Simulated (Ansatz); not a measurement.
**7 guesses for NbSnTe4 and where they end**

All numbers below come from DFT PBE, scalar-relativistic, plane waves, PAW (Ansatz). All cells share a 420 eV cutoff and Γ-centred k meshes spaced at most about 0.3 Å⁻¹ (about 0.25 or finer for metals, 2π included). Collinear spin in cells that started with moments and kept them past the coarse steps, no spin elsewhere.

Each guess was relaxed in cell and atoms at zero pressure, within the symmetry of its start. These are static total energies at zero pressure. Coordination counts Te atoms around Nb and Sn (those within 1.25 times the shortest such distance or 1.15 times the sum of covalent radii, 1.27 where that leaves under three; a plus sign parts nearer from farther groups; the shortest distance is added where it exceeds 1.18 times the sum of covalent radii).

| guess | made from | start group | V start (Å³/atom) | end group | V end (Å³/atom) | coordination at the end | gap on mesh (eV) | largest moment (μB) | E over the lowest end (meV/atom) |
| --- | --- | --- | --- | --- | --- | --- | --- | --- | --- |
| 1 | TbAlNi4 type | P-6m2 | 31.5 | P-6m2 | 28.6 | Nb 6+3, Sn 3+12 from 3.6 Å | 0 | 0.0 | 587 |
| 2 | TiB4Mo type | P6/mmm | 25.1 | P6/mmm | 26.9 | Nb 12, Sn 12 from 3.6 Å | 0 | - | 553 |
| 3 | RbAlF4 type | P4/mmm | 24.6 | P4/mmm | 40.5 | Nb 4+2, Sn 8 from 4.0 Å | 0 | - | 411 |
| 4 | random cell | P4/mmm | 32.2 | P4/mmm | 35.5 | Nb 2, Sn 6 | 0 | 2.2 | 759 |
| 5 | YScFe4 type | F-43m | 32.6 | F-43m | 29.1 | Nb 12 from 3.7 Å, Sn 12 from 3.7 Å | 0 | 2.5 | 972 |
| 6 | Ti4CuAg type | P4/mmm | 32.7 | P4/mmm | 29.7 | Nb 8, Sn 8 from 3.4 Å | 0 | - | 0 |
| 7 | MnFeSi4 type | P4/mmm | 27.4 | ? | ? | ? | ? | ? | ? |

Guess 7 as it starts:

```cif
data_structure
_symmetry_space_group_name_H-M 'P4/mmm'
_symmetry_Int_Tables_number 123
_cell_length_a 3.5209
_cell_length_b 3.5209
_cell_length_c 13.2680
_cell_angle_alpha 90.000
_cell_angle_beta 90.000
_cell_angle_gamma 90.000
_cell_volume 164.48
loop_
_atom_site_label
_atom_site_type_symbol
_atom_site_symmetry_multiplicity
_atom_site_Wyckoff_symbol
_atom_site_fract_x
_atom_site_fract_y
_atom_site_fract_z
_atom_site_occupancy
Nb1 Nb 1 a 0.00000 0.00000 0.00000 1
Sn1 Sn 1 b 0.00000 0.00000 0.50000 1
Te1 Te 2 h 0.50000 0.50000 0.36453 1
Te2 Te 2 h 0.50000 0.50000 0.86434 1
```

Task: Predict the end of this guess and its energy over the lowest end.

Result: It ends in space group P4/mmm (No. 123), with a = 3.368 Å, c = 16.642 Å, 31.5 Å³/atom and no gap; its coordination is Nb 8, Sn 8 from 3.4 Å, without spin. It lies 4 meV/atom over the lowest end, within the noise of guess 6 and below guess 3. Counting Te atoms around Nb and Sn, this end and the lowest (guess 6) both have Nb 8, Sn 8 from 3.4 Å.

```
Nb Sn Te
1.0
     3.36769    0.00000    0.00000
     0.00000    3.36769    0.00000
     0.00000    0.00000   16.64153
Nb Sn Te
1 1 4
Cartesian
  0.0000 0.0000 0.0000
  0.0000 0.0000 8.3208
  1.6838 1.6838 5.8950
  1.6838 1.6838 14.9158
  1.6838 1.6838 1.7258
  1.6838 1.6838 10.7465
```

Formation energies are uncorrected and refer to the elements' standard structures at the same level. The references include grey tin.

Task: Is the lowest end bound against the elements?

Result: Yes: its formation energy is −0.09 eV/atom. A negative formation energy is needed for stability but isn't enough: competing phases decide.

For metals, differences of a few meV/atom aren't resolved. No dispersion correction is applied, so the spacing and binding between layers, chains or molecules are poorly described (P4/mmm at 29.7 Å³/atom, P4/mmm at 31.5 Å³/atom), and this can change margins and order among such cells. These runs have no spin–orbit coupling, which can matter for Te. A magnetic state wasn't ruled out in cells without spin, among them P6/mmm. The reference form of Te is held partly by dispersion forces, which this level lacks. The magnetic state reached may not be the lowest. Cells relaxed within their symmetry can be saddle points. A lower structure may well exist outside this small set. Some candidate types were left out of the draw beforehand, so a known form may be missing.
